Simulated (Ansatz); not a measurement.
Relaxed In2Au (fluorite type, space group Fm-3m):

```
CELL_PARAMETERS angstrom
      0.00000     6.46483     6.46483
      3.23241     0.00000     3.23241
      3.23241     3.23241     0.00000
ATOMIC_POSITIONS crystal
  In 0.37500 0.75000 0.75000
  In 0.87500 0.75000 0.75000
  In 0.12500 0.25000 0.25000
  In 0.62500 0.25000 0.25000
  Au 0.00000 0.00000 0.00000
  Au 0.50000 0.00000 0.00000
```

A phonon eigenvector at L = (0.5, 0.0, 0.0) is frozen into this cell: atom i moves by Q times the vector below, so Q is the largest atomic displacement, in Å. The cell is held. (q is in reciprocal vectors of the primitive cell; the cell shown is doubled to hold the pattern.)

```
atom       x       y       z
----  ------  ------  ------
In1   -0.577   0.577   0.577
In2    0.577  -0.577  -0.577
In3   -0.577   0.577   0.577
In4    0.577  -0.577  -0.577
```

Atoms not listed stay in place.

Method: LDA (plane waves to 420 eV, PAW, scalar-relativistic; Ansatz, a first-principles code). k mesh 13×13×13 (Γ-centred), Fermi-Dirac smearing 0.05 eV. With partly filled bands, energies and forces of such displacements shift with the k mesh and the smearing. In2Au was relaxed with its symmetry unable to fall. Spin-orbit coupling is left out, though Au is heavy.

At one point of the scan the forces (eV/Å) are:

```csv
atom,Fx,Fy,Fz
In1,0.608,-0.608,-0.608
In2,-0.854,0.854,0.854
In3,0.854,-0.854,-0.854
In4,-0.608,0.608,0.608
Au5,0.000,0.000,0.000
Au6,0.000,0.000,0.000
```

Which point is it?
A. Q = 0.120 Å
B. Q = 0.090 Å
C. Q = 0.030 Å
D. Q = 0.180 Å

D, Q = 0.180 Å

(A displaced cell: forces are minus the slopes of the energy, force constants its curvatures, and phonons follow from these.)
